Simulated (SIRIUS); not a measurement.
Band structure of MgZn3O4 (Cm, 8 atoms in the cell; from Materials Project mp-1221958).

```yaml
crystal:
  lattice:
    - [5.89784, -1.62721, 0.00000]
    - [5.89784, 1.62721, 0.00000]
    - [-2.67117, 0.00000, 4.93956]
  atoms:
    - { symbol: Mg, position: [0.25130, 0.25130, 0.92000] }
    - { symbol: Zn, position: [0.75060, 0.75060, 0.41570] }
    - { symbol: Zn, position: [0.49930, 0.49930, 0.83020] }
    - { symbol: Zn, position: [0.99980, 0.99980, 0.33510] }
    - { symbol: O, position: [0.06140, 0.06140, 0.72890] }
    - { symbol: O, position: [0.55850, 0.55850, 0.22510] }
    - { symbol: O, position: [0.80870, 0.80870, 0.14000] }
    - { symbol: O, position: [0.30840, 0.30840, 0.64290] }
```

Computed with LDA (PW92), PseudoDojo 0.4 standard norm-conserving LDA (tails mended) pseudopotentials (plane waves; SIRIUS).

Settings: parameters.ngridk = 4 4 2; parameters.xc_functionals = [XC_LDA_X, XC_LDA_C_PW]; parameters.gk_cutoff = 9.165 1/bohr; parameters.pw_cutoff = 18.331 1/bohr; parameters.smearing = gaussian; parameters.smearing_width = 0.0001 Ha; potentials = PseudoDojo 0.4 standard norm-conserving LDA (tails mended) pseudopotentials; parameters.electronic_structure_method = pseudopotential; parameters.num_bands = 59; parameters.num_mag_dims = 0; parameters.num_dft_iter = 100; parameters.energy_tol = 1e-07 Ha; parameters.density_tol = 1e-06; mixer.type = broyden2.

The structure comes from a collection of computed structures, made at another level of theory; the collection holds predicted forms beside known ones.

### Question
Predict the gap along the standard path and the places of the band edges.

### Answer
The gap along the path is 1.33 eV, direct at Γ to within 0.01 eV.

Points are given in units of this cell's reciprocal vectors. Levels in eV from the top of the valence band on the path, bands 44 to 51:
| point | 44 | 45 | 46 | 47 | 48 | 49 | 50 | 51 |
|---|---|---|---|---|---|---|---|---|
| X (0 0.5 0) | -1.49 | -1.44 | -1.10 | -0.85 | 6.15 | 6.38 | 7.27 | 7.50 |
| Γ (0 0 0) | -0.79 | -0.08 | -0.02 | 0.00 | 1.33 | 5.57 | 5.87 | 6.35 |
| Y (0 0 -0.5) | -0.77 | -0.70 | -0.34 | -0.30 | 3.95 | 4.19 | 6.34 | 6.86 |

“Tails mended”: in these copies of the files the far tail of each local potential was reset to the Coulomb form.
